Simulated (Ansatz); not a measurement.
RuRhN$_{2}$:
Space group R-3m, hexagonal axes (No. 166); a = b = 2.792 Å, c = 19.131 Å, α = β = 90.00°, γ = 120.00°

```
atom  site  symmetry       x       y       z
----  ----  --------  ------  ------  ------
Ru      3b       -3m  0.0000  0.0000  0.5000
Rh      3a       -3m  0.0000  0.0000  0.0000
N       6c        3m  0.0000  0.0000  0.1004
```
(The calculation used a cell of 4 atoms; values per cell refer to that cell.)
The run is spin-polarised, in the one order tried: ferromagnetic.

Relaxed at zero pressure with DFT-r²SCAN in the program Ansatz with PAW potentials.

The volume is lowered by 6 % and shape and atoms relax at that volume. What pressure results, and how do the axes share the change?

18.4 GPa; a -2.8 %, b -2.8 %, c -0.6 %; the energy rises by 35 meV/atom.

Give the new structure.


Space group R-3m, hexagonal axes (No. 166); a = 2.7144 Å, b = 2.7144 Å, c = 19.0205 Å, α = 90.00°, β = 90.00°, γ = 120.00°

```csv
atom,site,symmetry,x,y,z
Ru,3b,-3m,0.0000,0.0000,0.5000
Rh,3a,-3m,0.0000,0.0000,0.0000
N,6c,3m,0.0000,0.0000,0.0995
```

The phase is kept; no other phase was compared at this pressure.

The start of the workflow was typed in or built on a structure type; neither database checked (COD, Materials Project) lists it. Its standing as an ambient phase is unchecked. The cell was relaxed with r²SCAN under the symmetry of its start; whether a distortion lowers the energy is not shown. The final state is ferromagnetic, the only order run, not a proven ground state. Its formation energy is positive at this level, so the cell may be metastable or incomplete. Other orbital occupations within this spin state were not tried. No Hubbard U is applied.

Potentials: the later of the program's two PAW sets.
